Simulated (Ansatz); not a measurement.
Input:

Ga2O3:
```xyz
10
Lattice="6.1394 1.5237 0.0000 -6.1394 1.5237 0.0000 -1.3769 0.0000 5.6442" Properties=species:S:1:pos:R:3 pbc="T T T"
Ga    -2.8932     1.5237     3.8693
Ga     1.5163     1.5237     1.7748
Ga     4.7469     1.5237     1.1554
Ga    -6.1238     1.5237     4.4887
O     -0.9785     1.5237     4.1996
O     -0.3984     1.5237     1.4446
O      3.4104     1.5237     2.4679
O     -4.7873     1.5237     3.1763
O     -4.2610     1.5237     0.6178
O      2.8841     1.5237     5.0264
```

This is the PBEsol-relaxed structure. x, y and z are the axes in which the lattice vectors are written.

**Question.** All from PBEsol (plane waves, PAW; program Ansatz), unless another level is named. Give the Born charges (a third of the trace).

**Answer.** Ga +2.90 to +3.27, O -2.17 to -1.98 e.

**Question.** And the electronic dielectric constant ε∞ (DFPT)?

**Answer.** 4.10 (xx), 4.20 (yy), 4.21 (zz).

Space group C2/m. The cell was relaxed with PBEsol under the symmetry of its start. Spin–orbit coupling is left out wherever it is not named.

Potentials: the earlier of the program's two PAW sets. The files were generated under PBE; for other functionals the program regenerates the frozen cores, and for LDA and PBEsol the local potential too.
